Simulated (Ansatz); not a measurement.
B2O3 in space group P3_121 (No. 152; B on 6c, O on 6c, O on 3a), DFT-PBE in the program Ansatz with PAW potentials, all energies at zero smearing, with the estimated change up to a 700 eV cutoff added, with one set of potentials and settings (totals compare only within such a set). Cell of 15 atoms (6 B, 9 O): -6055.864 eV.

```csv
element,reference phase,E (eV/atom)
B,"R-3m, 12 atoms in the cell",-155.9170
O,"C2/m, 4 atoms in the cell, spin-polarised",-565.0042
```

Formation energy per atom, worked out: (-6055.864 − 6×(-155.9170) − 9×(-565.0042))/15 = -2.355 eV/atom (-227 kJ per mol of atoms), at 0 K, without zero-point energy or fitted corrections.

The workflow started from a Materials Project entry (that database holds measured and hypothetical structures alike); the Crystallography Open Database files this formula in space group No. 152, but the cells were not matched. Whether it is the stable phase at ambient conditions was not checked. The PBE relaxation kept the symmetry of its start; its stability against distortions is not shown here. The references are the lowest solids computed at this level, not always the standard phases (solids in place of the gases).

Potentials: the earlier of the program's two PAW sets.
